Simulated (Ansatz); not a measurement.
An Ansatz input and the part of its output that reports the observables at the nuclei.

The cell is a Materials Project structure (computed, not necessarily an observed phase), its atoms then relaxed with PBE in this cell.

```yaml
crystal:
  lattice:
    - [3.81369522, 0.0, 0.0]
    - [0.0, 3.81369522, 0.0]
    - [0.0, 0.0, 4.8869133]
  atoms:
    - { symbol: Sn, position: [0.0, 0.5, 0.2392995382] }
    - { symbol: Sn, position: [0.5, 0.0, 0.7607004618] }
    - { symbol: O, position: [0.5, 0.5, 0.0] }
    - { symbol: O, position: [0.0, 0.0, 0.0] }
kpoints:
  mp_grid: { grid: [9, 9, 7] }
scf:
  occupations: { method: fermi_dirac, width: 0.01 }
hamiltonian:
  xc: r2scan
  pseudopotentials: { kind: paw }
output:
  forces: true
  stress: true
  populations: true
  efg:
    quadrupole_moments_barn: { Sn: -0.132, O: -0.02558 }
    contact_densities: true
```

The quadrupole moment typed for Sn is that of the 23.9 keV Mössbauer state of ¹¹⁹Sn; the ground state has I = 1/2 and no quadrupole moment.

```sh
ansatz run input.yaml --threads 1 --pin off --max-ram 3072MiB --backend cpu --events-out ev --progress --plain --runs-dir out
```

Of the output, the block on the nuclei alone is shown; the set-up, the SCF iterations, energies, forces and stress are cut.

```
--- PAW observables at the nuclei: V_zz in 10²¹ V/m², potentials from the cell's mean, atoms counted from 1 ---
  atom   1  Sn V_zz =   -18.959726   η = 0.0000   by run symmetry: allowed   C_q = +60.5146 MHz
            electrostatic potential = -8173.061138 V   contact ρ = 1235634.260883 e/Å³
  atom   2  Sn V_zz =   -18.959726   η = 0.0000   by run symmetry: allowed   C_q = +60.5146 MHz
            electrostatic potential = -8173.061138 V   contact ρ = 1235634.260883 e/Å³
  atom   3  O  V_zz =    +0.537550   η = 0.0000   by run symmetry: allowed   C_q = -0.3325 MHz
            electrostatic potential = -625.466039 V   contact ρ = 2153.837251 e/Å³
  atom   4  O  V_zz =    +0.537550   η = 0.0000   by run symmetry: allowed   C_q = -0.3325 MHz
            electrostatic potential = -625.466039 V   contact ρ = 2153.837251 e/Å³
```

The run took 33 s of wall time (33 s of CPU time) and 0.54 GiB at its peak, on 1 thread of Arm Neoverse N1 (aarch64; 36 cores open to the job, memory cap 3.0 GiB, no GPU), a shared host with a load of 0.8 a core.

The largest force is 0.5 eV/Å, so the atoms aren't at the calculated equilibrium and relaxing them would move these values. Without spin–orbit coupling (the program notes it for Sn) the gradients can shift somewhat, as the gap is small. With these PAW files V_zz is typically within 2 to 3 % of all-electron values, but misses above 10 % occur on Sn. With a gap of 0.3 eV on this mesh, small gradients can still move by 0.1 × 10²¹ V/m² or more as the k-mesh gets denser.
